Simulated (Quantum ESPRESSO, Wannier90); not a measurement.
Wannierisation of Ni₃Sn (Fm-3m)

```xyz
4
Lattice="0.0000 2.9323 2.9323 2.9323 0.0000 2.9323 2.9323 2.9323 0.0000" Properties=species:S:1:pos:R:3 pbc="T T T"
Ni     2.9323     2.9323     2.9323
Ni     1.4662     1.4662     1.4662
Ni    -1.4662    -1.4662    -1.4662
Sn     0.0000     0.0000     0.0000
```

Structure: Materials Project mp-11523, symmetrised, not relaxed again. COD (Crystallography Open Database) has the formula in 3 space groups, this one among them (matched by group alone). Method: PBEsol plane waves in Quantum ESPRESSO 7.5 (PseudoDojo norm-conserving files, 79 Ry, spinors with spin-orbit coupling), Bloch states on a 4×4×4 mesh through Γ, Wannier90 4.0.1. Density: 12×12×12 mesh, cold smearing 0.01 Ry. A non-magnetic state is assumed; magnetic ones were not tried.

A tight-binding model is made by disentanglement and projection with no localisation steps (num_iter = 0), so the 62 orbitals stay atom-like: hydrogen-like Ni: s;p;d; Sn: s;p, axes along x, y, z; frozen window up to 1.50 eV relative to the Fermi level. It follows pw.x to 13 meV rms for states up to 1.0 eV relative to the Fermi level. Matrix elements depend on this choice of orbitals and windows.

The 20 largest hoppings ⟨m,0|H|n,R⟩ between different sites (one of each Hermitian pair; signs follow the real orbitals' lobes; the list may end inside a set of equal values):

```
m              n      R  distance of the centres (Å)  t (eV)  Im t (eV)
-------  -------  -----  ---------------------------  ------  ---------
Ni1 pz↑  Sn4 pz↑  0 0 1                         2.93   2.221      0.000
Ni1 pz↓  Sn4 pz↓  0 0 1                         2.93   2.221      0.000
Ni1 py↑  Sn4 py↑  0 1 0                         2.93   2.221      0.000
Ni1 py↓  Sn4 py↓  0 1 0                         2.93   2.221      0.000
Ni1 px↑  Sn4 px↑  0 1 1                         2.93   2.221      0.000
Ni1 px↓  Sn4 px↓  0 1 1                         2.93   2.221      0.000
Ni1 px↑  Sn4 px↑  1 0 0                         2.93   2.221      0.000
Ni1 px↓  Sn4 px↓  1 0 0                         2.93   2.221      0.000
Ni1 py↑  Sn4 py↑  1 0 1                         2.93   2.221      0.000
Ni1 py↓  Sn4 py↓  1 0 1                         2.93   2.221      0.000
Ni1 pz↑  Sn4 pz↑  1 1 0                         2.93   2.221      0.000
Ni1 pz↓  Sn4 pz↓  1 1 0                         2.93   2.221      0.000
Ni2 pz↑  Ni3 pz↑  0 0 1                         2.93   2.076      0.000
Ni2 pz↓  Ni3 pz↓  0 0 1                         2.93   2.076      0.000
Ni2 py↑  Ni3 py↑  0 1 0                         2.93   2.076      0.000
Ni2 py↓  Ni3 py↓  0 1 0                         2.93   2.076      0.000
Ni2 px↑  Ni3 px↑  0 1 1                         2.93   2.076      0.000
Ni2 px↓  Ni3 px↓  0 1 1                         2.93   2.076      0.000
Ni2 px↑  Ni3 px↑  1 0 0                         2.93   2.076      0.000
Ni2 px↓  Ni3 px↓  1 0 0                         2.93   2.076      0.000
```
